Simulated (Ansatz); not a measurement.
ZrAl3:
```xyz
4
Lattice="4.0381 0.0000 0.0000 0.0000 4.0381 0.0000 0.0000 0.0000 4.0381" Properties=species:S:1:pos:R:3 pbc="T T T"
Zr     0.0000     0.0000     0.0000
Al     0.0000     2.0191     2.0191
Al     2.0191     0.0000     2.0191
Al     2.0191     2.0191     0.0000
```

Relaxed with LDA.

Q: Which orbitals make up the states near the Fermi level in DFT-LDA in the program Ansatz with PAW potentials?

A: Within 0.5 eV of the Fermi level: Zr 4d 46 %, Al 3p 35 %, Al 3s 10 %, outside the projected shells 5 %. Projections are on Löwdin-orthogonalised atomic valence shells; empty p or d shells of many metals are not among them.

Q: Tabulate the density of states.

A: States/eV per cell of 4 atoms, in 0.25 eV bins, energy from the Fermi level.

| E (eV) | total | Al 3p | Zr 4d | Al 3s |
|---|---|---|---|---|
| -7.85 | 0.79 | 0.39 | 0.08 | 0.28 |
| -7.60 | 0.88 | 0.44 | 0.11 | 0.28 |
| -7.35 | 0.78 | 0.38 | 0.10 | 0.23 |
| -7.10 | 0.70 | 0.34 | 0.08 | 0.20 |
| -6.85 | 0.73 | 0.36 | 0.08 | 0.21 |
| -6.60 | 0.81 | 0.40 | 0.09 | 0.24 |
| -6.35 | 0.96 | 0.47 | 0.11 | 0.29 |
| -6.10 | 1.28 | 0.61 | 0.16 | 0.39 |
| -5.85 | 1.38 | 0.59 | 0.21 | 0.48 |
| -5.60 | 1.85 | 0.61 | 0.38 | 0.78 |
| -5.35 | 1.57 | 0.58 | 0.33 | 0.60 |
| -5.10 | 1.32 | 0.51 | 0.30 | 0.47 |
| -4.85 | 1.21 | 0.48 | 0.30 | 0.39 |
| -4.60 | 1.15 | 0.48 | 0.30 | 0.32 |
| -4.35 | 1.11 | 0.48 | 0.31 | 0.27 |
| -4.10 | 1.38 | 0.67 | 0.38 | 0.27 |
| -3.85 | 1.79 | 0.91 | 0.50 | 0.29 |
| -3.60 | 1.54 | 0.80 | 0.45 | 0.21 |
| -3.35 | 1.53 | 0.87 | 0.44 | 0.16 |
| -3.10 | 2.20 | 1.34 | 0.63 | 0.14 |
| -2.85 | 3.58 | 2.13 | 1.23 | 0.12 |
| -2.60 | 3.49 | 1.93 | 1.37 | 0.10 |
| -2.35 | 2.79 | 1.52 | 1.13 | 0.08 |
| -2.10 | 2.07 | 1.10 | 0.87 | 0.06 |
| -1.85 | 1.51 | 0.71 | 0.71 | 0.06 |
| -1.60 | 1.34 | 0.57 | 0.69 | 0.06 |
| -1.35 | 1.27 | 0.53 | 0.65 | 0.06 |
| -1.10 | 1.20 | 0.49 | 0.61 | 0.06 |
| -0.85 | 1.07 | 0.43 | 0.55 | 0.06 |
| -0.60 | 0.76 | 0.31 | 0.36 | 0.06 |
| -0.35 | 1.07 | 0.38 | 0.49 | 0.12 |
| -0.10 | 1.64 | 0.54 | 0.80 | 0.17 |
| 0.15 | 2.24 | 0.75 | 1.07 | 0.23 |
| 0.40 | 2.27 | 0.84 | 0.99 | 0.23 |
| 0.65 | 1.60 | 0.64 | 0.65 | 0.18 |
| 0.90 | 2.45 | 0.91 | 1.00 | 0.31 |
| 1.15 | 2.24 | 0.70 | 0.99 | 0.26 |
| 1.40 | 3.13 | 0.76 | 1.62 | 0.31 |
| 1.65 | 4.17 | 0.79 | 2.49 | 0.32 |
| 1.90 | 2.61 | 0.57 | 1.58 | 0.26 |
| 2.15 | 2.37 | 0.57 | 1.12 | 0.41 |
| 2.40 | 2.22 | 0.61 | 0.74 | 0.45 |
| 2.65 | 2.63 | 0.80 | 0.82 | 0.53 |
| 2.90 | 2.23 | 0.67 | 0.60 | 0.50 |
| 3.15 | 2.11 | 0.67 | 0.52 | 0.57 |
| 3.40 | 2.58 | 0.90 | 0.64 | 0.68 |
| 3.65 | 2.24 | 0.83 | 0.60 | 0.47 |
| 3.90 | 2.38 | 0.83 | 0.67 | 0.51 |
| 4.15 | 2.40 | 0.83 | 0.69 | 0.57 |
| 4.40 | 2.97 | 0.99 | 0.88 | 0.75 |
| 4.65 | 2.39 | 1.00 | 0.47 | 0.42 |
| 4.90 | 2.43 | 1.13 | 0.39 | 0.35 |

Space group Pm-3m (Cu3Au type). The first step of the workflow began from a Materials Project structure, measured or hypothetical; the Crystallography Open Database copy checked does not list it. COD files the formula under space group No. 139, so this cell is another polymorph or a model. With Zr and Al taken as one species the cell has the higher symmetry Fm-3m, so it may be an ordered model of a mixed-site phase. Its standing as an ambient phase is unchecked. Symmetry was held in the LDA relaxation; of distortions, only those at the zone centre were tested. The run is not spin-polarised. Spin–orbit coupling is left out wherever it is not named.

Potentials: the later of the program's two PAW sets.
